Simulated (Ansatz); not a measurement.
A relaxed structure of GaCo is spoiled in several ways and relaxed again each time (noise and exchanges are one random draw each; squeezed and stretched starts keep its symmetry, which their runs cannot lower; pressure is positive under compression). These are PBEsol (plane waves to 420 eV, PAW, scalar-relativistic; Ansatz, a quantum-chemistry and plane-wave program) values and carry that method's errors.

Space group Pm-3m (No. 221); a = b = c = 2.840 Å, α = β = γ = 90.00°

| atom | site | symmetry | x | y | z |
|---|---|---|---|---|---|
| Ga | 1b | m-3m | 0.5000 | 0.5000 | 0.5000 |
| Co | 1a | m-3m | 0.0000 | 0.0000 | 0.0000 |

```csv
change,first pressure (GPa),largest first force (eV/Å),released (eV/atom),moves,outcome,final group,E − E(parent) (eV/atom)
with every coordinate shifted by Gaussian noise of σ = 0.3 Å,41.5,7.30,0.93,7,returns to the parent,Pm-3m,0.00
stretched uniformly to 130 % of its volume,-27.8,0.00,0.39,7,returns to the parent,Pm-3m,0.00
squeezed uniformly to 88 % of its volume,[?],0.00,[?],6,[?],[?],[?]
```

Problem. Complete the blanks.

Solution. 
- squeezed uniformly to 88 % of its volume, first pressure (GPa): 34.5
- squeezed uniformly to 88 % of its volume, released (eV/atom): 0.13
- squeezed uniformly to 88 % of its volume, outcome: returns to the parent
- squeezed uniformly to 88 % of its volume, final group: Pm-3m
- squeezed uniformly to 88 % of its volume, E − E(parent) (eV/atom): 0.00

First-step values come from each run's starting, coarser k-mesh (11×11×11, 10×10×10, 12×12×12). The runs use different k-meshes, so differences are rounded accordingly. No spin polarisation in the result. A magnetic state may lie lower.
